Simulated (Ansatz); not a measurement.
# What DFT gives for La$_{3}$W

```
W La
1.0
     3.41763    5.91951    0.00000
    -3.41763    5.91951    0.00000
     0.00000    0.00000    5.44967
W La
2 6
Cartesian
  -0.0003 3.9465 1.3624
  -0.0003 7.8925 4.0873
  0.0000 9.8619 1.3624
  -1.7054 4.9309 4.0873
  -1.7054 6.9081 1.3624
  0.0000 1.9771 4.0873
  1.7054 6.9081 1.3624
  1.7054 4.9309 4.0873
```

Single point in Ansatz 0.2.0 with PBEsol, non-collinear spin. Cutoff 420 eV, PAW datasets, 6×6×6 Γ-centred k mesh, fermi-dirac filling (width 0.1 eV).

The state carries no moments; the state need not be the lowest.

Q: What do density and ELF say about some of the short contacts?

A: W–La at 3.36 Å: least valence density 0.18 e/Å³ and ELF 0.26 there. La–La at 3.37 Å: least valence density 0.14 e/Å³ and ELF 0.08 there. Both are smooth PAW fields, read partly inside the augmentation spheres.

Q: Metal or insulator?

A: It is a metal, with about 11 states/eV a cell as the mean within 0.25 eV of the Fermi level, mostly La d (42 %) and W d (39 %).

Q: What does the stress say?

A: The pressure is -1.5 GPa (compression positive), so with the atoms held at these fractions the cell would first shrink; the forces are large, so a full relaxation may end otherwise. The principal stresses -2.2, -2.2, -0.1 GPa differ, so its shape would change too.

Q: Which element gives electrons and which takes them?

A: Bader charges in e: La +0.50, W -1.49. In the mean La gives up most and W takes most.

Q: What is the formation energy?

A: 0.62 eV an atom against the elements' usual phases (free molecules for gases, crystals otherwise, with no correction for O₂ or N₂), so at this geometry it isn't bound against them. Relaxing would lower it.

Q: Which atom feels the largest force, and which way?

A: The largest is on La6 (and as large on other atoms): 1.30 eV/Å, components (0.00, 1.30, 0.00). It makes 54° with the line to a nearest neighbour, W1 at 3.36 Å.

Origin: a known structure type with other elements, at an estimated volume, so it need not be a known compound. Caveats: f levels without a U or exact exchange are poorly placed.
